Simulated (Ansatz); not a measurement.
Relaxed-ion elastic tensor of MgH2 in space group Pbcn (No. 60; Mg on 4c, H on 8d) in GPa (Voigt order), LDA (plane waves, PAW; program Ansatz); density 1.53 g/cm³, 9.53 Å³ per atom.

```tsv
	1	2	3	4	5	6
1	83.4	35.9	37.2	0.0	0.0	0.0
2	35.9	89.7	18.8	0.0	0.0	0.0
3	37.2	18.8	104	0.0	0.0	0.0
4	0.0	0.0	0.0	34.2	0.0	0.0
5	0.0	0.0	0.0	0.0	38.2	0.0
6	0.0	0.0	0.0	0.0	0.0	40.5
```

### Question
Is the crystal mechanically stable?

### Answer
Yes: the smallest eigenvalue of C is 34.2 GPa.

### Question
Work out the Voigt, Reuss and Hill averages.

### Answer
K_V = 51.1, K_R = 50.9, K_H = 51.0; G_V = 34.9, G_R = 33.3, G_H = 34.1 GPa.

### Question
Give Young's modulus, Poisson's ratio, Pugh's ratio and the universal anisotropy index.

### Answer
E = 9KG/(3K + G) = 83.7 GPa; ν = 0.23; K/G = 1.50 (brittle by the Pugh limit of 1.75); A_U = 5G_V/G_R + K_V/K_R − 6 = 0.25.

### Question
Estimate the sound speeds and the Debye temperature.

### Answer
v_l = √((K + 4G/3)/ρ) = 7940 m/s, v_t = √(G/ρ) = 4720 m/s, mean 5230 m/s; Θ = (h/k)(3n/4πV)^(1/3) v_m = 734 K.

### Question
How much does each axis shrink under pressure?

### Answer
Linear compressibilities β_i = Σ_j S_ij (j = 1 to 3): x 6.0, y 7.5, z 6.1 per TPa.

The first step of the workflow began from a Materials Project structure, measured or hypothetical; the Crystallography Open Database copy checked does not list it. It is not the phase usual at ambient conditions (space group No. 136). Symmetry was held in the LDA relaxation; phonons on a q-mesh show no instability.

Potentials: the later of the program's two PAW sets.
